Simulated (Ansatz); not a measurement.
**RbNb₆S₈, one structure, two calculations**

Cell: a computed structure from the Materials Project (it need not be an observed phase), taken as it stands.

Space group P-3 (No. 147); a = 9.7900, c = 3.4094 Å, γ = 120.00°.

| site | Wyckoff | site symmetry | x | y | z |
| --- | --- | --- | --- | --- | --- |
| Rb | 1b | -3.. | 0.0000 | 0.0000 | 0.5000 |
| Nb | 6g | 1 | 0.3772 | 0.8910 | 0.7491 |
| S8 | 2d | 3.. | 0.6667 | 0.3333 | 0.7508 |
| S10 | 6g | 1 | 0.0592 | 0.7111 | 0.7525 |

One atom of each set is listed.

First run. Computed with Ansatz: DFT, PBE, plane waves and PAW, scalar-relativistic, 420 eV cutoff, Γ-centred 4×4×9 k-points, Fermi–Dirac smearing 0.05 eV.

```tsv
site	V_zz (10²¹ V/m²)	η
Rb	10.07	0.00
Nb	-3.10	0.65
S8	1.98	0.00
S10	1.81	0.44
```

Second run. The same atoms and settings, except that spin–orbit coupling is included (fully relativistic PAW files) and the mesh is 4×4×10.

Task: What does the second run give?

Result: 

```csv
site,V_zz,η,change of V_zz
Rb,10.09,0.00,+0.02
Nb,-3.15,0.61,-0.05
S8,2.22,0.00,+0.24
S10,1.85,0.44,+0.04
```

The largest change of V_zz is on S8, from 1.98 to 2.22. In per cent, |V_zz| changes by 0 on Rb, +2 on Nb (all sites that start above 2).
